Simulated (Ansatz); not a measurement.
A geometry of Ru away from equilibrium: step 3 of the relaxation of a relaxed Ru cell, doubled along one cell vector, shaken by Gaussian noise of σ = 0.08 Å a coordinate. These are r2SCAN (plane waves to 500 eV, PAW, scalar-relativistic; Ansatz, a first-principles code) values and carry that method's errors. Γ-centred k-mesh 13×13×5 on the run's cell (coarser than for final values), Fermi–Dirac smearing 0.05 eV.

```xyz
4
Lattice="-2.3305 2.3371 1.3962 2.3374 -2.3228 1.3838 4.6733 4.6581 -2.7444" Properties=species:S:1:pos:R:3:forces:R:3 pbc="T T T" free_energy=-23559.507 pressure_GPa=-1.7
Ru    -0.0634     2.4100     0.6774   -0.3659   -0.0033   -0.0721
Ru     2.3752     4.5920    -0.6318    0.3175    0.0711    0.1781
Ru    -0.0427     0.0217     0.2714    0.3633    0.2834    0.5536
Ru     2.3488     2.3940    -1.6137   -0.3149   -0.3510   -0.6597
```

Positions in Å, forces in eV/Å, free energy of the cell in eV (comparable only within this code, potentials and settings). Largest force: 0.81 eV/Å, on Ru4 (atoms numbered as listed); the geometry lies 0.87 eV/atom above the end of its relaxation.

No spin polarisation in the result.

Of the parent cell (I4₁/amd (No. 141)): it is a generated cell of Ru: the first start was made by placing the elements on the sites of a structure type, and the end was not matched to a known phase here, so it may be hypothetical. Known forms of Ru include space group No. 194.
